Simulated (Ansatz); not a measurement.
TiAl (CuAu type, space group P4/mmm)

```cif
data_AlTi
_chemical_formula_sum 'Al1 Ti1'
_space_group_name_H-M_alt 'P4/mmm'
_space_group_IT_number 123
_space_group_name_Hall '-P 4 2'
_cell_length_a 2.81288
_cell_length_b 2.81288
_cell_length_c 4.05874
_cell_angle_alpha 90.000
_cell_angle_beta 90.000
_cell_angle_gamma 90.000
loop_
_atom_site_label
_atom_site_type_symbol
_atom_site_symmetry_multiplicity
_atom_site_Wyckoff_symbol
_atom_site_fract_x
_atom_site_fract_y
_atom_site_fract_z
_atom_site_occupancy
Al1 Al 1 d 0.50000 0.50000 0.50000 1
Ti1 Ti 1 a 0.00000 0.00000 0.00000 1
```

E(V) scan at fixed shape, V₀ the volume above. Symmetry pins the atoms to their sites.

The numbers are results of r2SCAN (plane waves to 500 eV, PAW, scalar-relativistic; Ansatz, a program for electronic structure), not measurements. k mesh 16×16×12 (Γ-centred), Fermi-Dirac smearing 0.05 eV. E stands for the smeared free energy. Compression counts positive. The PAW data are Ansatz's earlier set. TiAl is run without spin polarisation. TiAl was relaxed with its symmetry unable to fall. The zero of ΔE is the relaxed starting cell.

Problem. Give the computed ΔE (eV/atom) and P (GPa) at V/V₀ = 0.840, 0.880, 0.960, 1.040, 1.120.

Solution. 
| V/V₀ | ΔE (eV/atom) | P (GPa) |
|---|---|---|
| 0.840 | 0.205 | 29.3 |
| 0.880 | 0.107 | 19.7 |
| 0.960 | 0.010 | 5.4 |
| 1.040 | 0.009 | -4.4 |
| 1.120 | 0.073 | -11.0 |

(Under strain, the slope of the energy per volume gives the stress and its curvature an elastic modulus.)
